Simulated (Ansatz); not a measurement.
PbO in space group P4/nmm (No. 129; Pb on 2c, O on 2a) at seven volumes, the program Ansatz at the LDA level (PAW), shape and atoms relaxed at each. One row is withheld.

| V (Å³/atom) | P (GPa) |
|---|---|
| 17.312 | 3.46 |
| 17.883 | 1.99 |
| 18.454 | 0.85 |
| 19.025 | 0.00 |
| 19.595 | -0.65 |
| 20.166 | -1.11 |
| 20.737 | ? |

Fit the shown pressures and predict the withheld one.

P = (3/2)B₀(x^(7/2) − x^(5/2))[1 + (3/4)(B′ − 4)(x − 1)] with x = (V₀/V)^(2/3). Least squares on the six rows gives V₀ = 19.021 Å³/atom, B₀ = 24.8 GPa, B′ = 8.73. At V = 20.737, x = 0.9440 and P = -1.44 GPa. The run itself gave -1.41 GPa.

The LDA relaxation kept the symmetry of its start; phonons on a q-mesh show no instability. A crystal of weakly bound layers computed without a dispersion correction: the cell and the soft elastic constants depend strongly on that. Spin–orbit coupling is left out wherever it is not named.

Potentials: the later of the program's two PAW sets.
